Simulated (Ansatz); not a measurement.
HPdF$_{6}$ single point

Input file of Ansatz 0.2.0:

```yaml
crystal:
  lattice:
    - [4.717294, 0.0, 0.0]
    - [-2.358647, 4.085298, 0.0]
    - [-2.358647, 1.361766, 4.454194]
  atoms:
    - { symbol: F, position: [0.25, 0.083, 0.751] }
    - { symbol: F, position: [0.917, 0.416, 0.751] }
    - { symbol: F, position: [0.584, 0.75, 0.751] }
    - { symbol: F, position: [0.75, 0.917, 0.249] }
    - { symbol: F, position: [0.083, 0.584, 0.249] }
    - { symbol: F, position: [0.416, 0.25, 0.249] }
    - { symbol: H, position: [0.5, 0.5, 0.5] }
    - { symbol: Pd, position: [0.0, 0.0, 0.0] }
  symmetry: { tolerance: 0.0003 }
kpoints:
  mp_grid: { grid: [6, 6, 6], shift: [0, 0, 0] }
  band_path:
    path:
      - [0.0, 0.0, 0.0]
      - [0.0, 0.0, -0.5]
      - [-0.27102082, -0.27102082, -0.5]
      - [-0.27102082, -0.45795837, -0.22897918]
      - [-0.5, 0.0, 0.0]
      - [0.0, 0.0, 0.0]
      - [-0.36448959, -0.36448959, 0.0]
      - [-0.27102082, -0.36448959, -0.36448959]
      - [0.0, -0.5, -0.5]
      - [0.0, 0.0, 0.0]
    npoints: 6
magnetization:
  spin_polarized: false
scf:
  occupations: { method: gaussian, width: 0.1866 }
  lower_state_search: "off"
  max_iter: 200
hamiltonian:
  pseudopotentials: { kind: paw }
  xc: pbe
basis:
  ecutwfc: 420
  fft_grid_basis: typed
output:
  forces: true
  stress: true
  eigenvalues: true
  bader: true
  populations: true
  elf: true
  write_potential: true
  volumetric_format: npy
  dos:
    e_range: [-12, 8]
    de: 0.05
    projected: { site_lists: { F: [F], H: [H], Pd: [Pd] } }
checkpoint:
  read: saved_state
```

The run starts from an earlier solution of this cell. 

Output (shortened):

```
SCF iter   1: F=—  Δρ=2.48e-3  dr2=8.53e-4
SCF iter   2: F=—  Δρ=5.09e-4  dr2=1.59e-4
SCF iter   3: F=—  Δρ=3.46e-4  dr2=1.09e-4
SCF iter   4: F=—  Δρ=2.33e-4  dr2=5.11e-5
SCF iter   5: F=—  Δρ=7.91e-5  dr2=3.43e-6
SCF iter   6: F=-11828.7664 eV  Δρ=1.14e-5  dr2=5.44e-8
Free energy (F): -11828.7664 eV
Harris-Foulkes:  -11828.7664 eV  (|F-HF|=2.48e-8)
Internal energy: -11828.6525 eV  (E = F + TS)
E sigma→0 (E₀):  -11828.7094 eV
Entropy (-TS):   -0.1139 eV (-14.240 meV/atom)
Fermi energy:    2.4819 eV
--- Forces (eV/Å), atoms counted from 1 ---
  atom   1  F     -0.1723     0.3998    -0.1082
  atom   2  F     -0.2601    -0.3491    -0.1082
  atom   3  F      0.4324    -0.0507    -0.1082
  atom   4  F      0.1723    -0.3998     0.1082
  atom   5  F      0.2601     0.3491     0.1082
  atom   6  F     -0.4324     0.0507     0.1082
  atom   7  H      0.0000     0.0000     0.0000
  atom   8  Pd     0.0000     0.0000     0.0000
--- Stress (GPa, compression-positive) ---
       -2.7056       0.0000       0.0000
        0.0000      -2.7056       0.0000
        0.0000       0.0000      -4.7727
  P = ⅓ Tr σ = -3.3946 GPa (-33.946 kbar)
--- Löwdin populations: 8 sites ---
  site symbol       q [e]
     0      F      7.3967
     1      F      7.3967
     2      F      7.3967
     3      F      7.3967
     4      F      7.3967
     5      F      7.3967
     6      H      0.5282
     7     Pd     15.7590
  spilling = 0.0054 (of n_electrons = 61.0000)
--- Bader charges: 8 sites ---
  site symbol  charge [e]  shift [e]
     0      F     -0.4278     0.0021
     1      F     -0.4278     0.0021
     2      F     -0.4278     0.0021
     3      F     -0.4279     0.0021
     4      F     -0.4278     0.0021
     5      F     -0.4278     0.0021
     6      H      0.6460     0.0000
     7     Pd      1.9211     0.0127
```

Absolute energies hang on the potentials; compare differences alone.

Origin: a known structure type with other elements, at an estimated volume, so it need not be a known compound. Caveats: many states at the Fermi level without spin polarisation, so a magnetic state may lie lower; wide smearing.
